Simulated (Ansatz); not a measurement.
Here is the system:

MoPt:
Space group Fm-3m (No. 225); a = b = c = 5.2166 Å, α = β = γ = 90.00°

```json
[
 {"atom": "Pt", "site": "4a", "symmetry": "m-3m", "x": "0.0000", "y": "0.0000", "z": "0.0000"},
 {"atom": "Mo", "site": "4b", "symmetry": "m-3m", "x": "0.5000", "y": "0.5000", "z": "0.5000"}
]
```
(The calculation used a cell of 2 atoms; values per cell refer to that cell.)

This is the r²SCAN-relaxed structure.

All from the program Ansatz at the r²SCAN level (PAW), unless another level is named. Estimate the formation energy from the elements (no fitted shifts).

728 meV/atom.

And the density of states at the Fermi level?

1.7 states/eV per atom (mean over ±0.08 eV).

The start of the workflow was typed in or built on a structure type; neither database checked (COD, Materials Project) lists it. Whether it is the stable phase at ambient conditions was not checked. The cell was relaxed with r²SCAN under the symmetry of its start; its stability against distortions is not shown here. The run is not spin-polarised. The volume moved by 16 % from the start of the relaxation. Its formation energy is positive at this level, so the cell may be metastable or incomplete. The references are the lowest solids computed at this level, not always the standard phases. Spin–orbit coupling is left out wherever it is not named.

Potentials: the later of the program's two PAW sets.
